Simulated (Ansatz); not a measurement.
## Slab of bcc Fe (111), 7 layers

The slab is cut from the bcc crystal, the stable phase, as relaxed on PAW files (11.35 Å³/atom), with 16 Å of vacuum and a dipole correction:

```
CELL_PARAMETERS angstrom
4.00414 0.00000 0.00000
-2.00207 3.46769 0.00000
0.00000 0.00000 20.90400
ATOMIC_POSITIONS crystal
Fe 0.00000 0.00000 0.38270
Fe 0.33333 0.66667 0.42180
Fe 0.66667 0.33333 0.46090
Fe 0.00000 0.00000 0.50000
Fe 0.33333 0.66667 0.53910
Fe 0.66667 0.33333 0.57820
Fe 0.00000 0.00000 0.61730
```

Computed with Ansatz 0.2.0; functional PBE, scalar-relativistic. Settings: a Γ-centred 11×11×1 k mesh, Fermi–Dirac smearing of 0.1 eV, spin-polarised from start moments Fe1 2.5, Fe2 2.5, Fe3 2.5, Fe4 2.5, Fe5 2.5, Fe6 2.5, Fe7 2.5 μB. Methods: LAPW: all electrons, basis error target 1 meV/atom; PAW: frozen-core files, cutoff 420 eV.

The bulk energy comes from a cell in the slab's orientation on a 11×11×15 mesh. The surface energy is (E(slab) − N·E(bulk))/2A at zero smearing, the mean of both faces; thin slabs carry quantum-size effects.

Other magnetic orders may lie lower.

Question: As cut, the LAPW slab lies 5.002 eV above 7 atoms of bulk. What surface energy is that?

Answer: Over two faces of 13.89 Å² it is 180.1 meV/Å², and times 16.02 J/m² per eV/Å² that gives γ = 2.886 J/m².

Question: What do relaxation and the other method give, and what work function comes out?

Answer: 

```csv
method,γ as cut (J/m²),γ relaxed (J/m²),Φ as cut (eV),Φ relaxed (eV)
LAPW,2.886,2.819,3.95,3.99
PAW,2.879,2.812,3.95,3.99
```

Question: How do the spacings between the planes relax (positions relaxed on PAW files)?

Answer: From the bottom face up: d12 -1.9 % of 0.817 Å, d23 -19.7 % of 0.817 Å, d34 +12.1 % of 0.817 Å, d45 +12.1 % of 0.817 Å, d56 -19.7 % of 0.817 Å, d67 -1.9 % of 0.817 Å.

Question: How do the moments vary through the slab?

Answer: Fe1 2.87, Fe2 2.34, Fe3 2.50, Fe4 2.42, Fe5 2.50, Fe6 2.34, Fe7 2.87 μB in the LAPW spheres; the bulk has Fe 2.21 μB.

Question: What changes if the vacuum is set to 9 Å?

Answer: LAPW then gives: no gap, work function 3.99 eV; PAW: no gap, work function 3.99 eV. The program warns that the vacuum is too thin.
